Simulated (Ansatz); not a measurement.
GaN (wurtzite)

```
CELL_PARAMETERS angstrom
      3.21838     0.00000     0.00000
     -1.60919     2.78720     0.00000
      0.00000     0.00000     5.24320
ATOMIC_POSITIONS crystal
  Ga 0.66667 0.33333 0.00096
  Ga 0.33333 0.66667 0.50096
  N  0.66667 0.33333 0.62424
  N  0.33333 0.66667 0.12424
```

Equation-of-state scan: isotropic scaling of the cell above, V₀ being its volume. The atoms relax within the cell's symmetry.

The numbers are results of PBE (plane waves to 420 eV, PAW, scalar-relativistic; Ansatz, a quantum-chemistry and plane-wave program), not measurements. k mesh 12×12×6 (Γ-centred), Fermi-Dirac smearing 0.05 eV. E stands for the smeared free energy. With the shape held, the modulus is that of even scaling; a crystal free to change shape is softer. GaN was relaxed with its symmetry unable to fall. The zero of ΔE is the relaxed starting cell.

```csv
V (Å³/atom),ΔE (meV/atom)
11.053,25.5
11.170,17.4
11.288,10.9
11.405,6.0
11.523,2.6
11.641,0.7
11.758,0.0
11.876,0.6
11.993,2.4
12.111,5.4
12.229,9.4
12.346,14.5
12.464,20.5
```

Question: What bulk modulus at fixed cell shape B₀ follows from a third-order Birch-Murnaghan fit?

Answer: 172 GPa.

Question: What is the fitted pressure derivative B₀′?

Answer: 4.4.

(A scan under strain: stresses follow from slopes of the energy per volume, elastic moduli from its curvatures.)
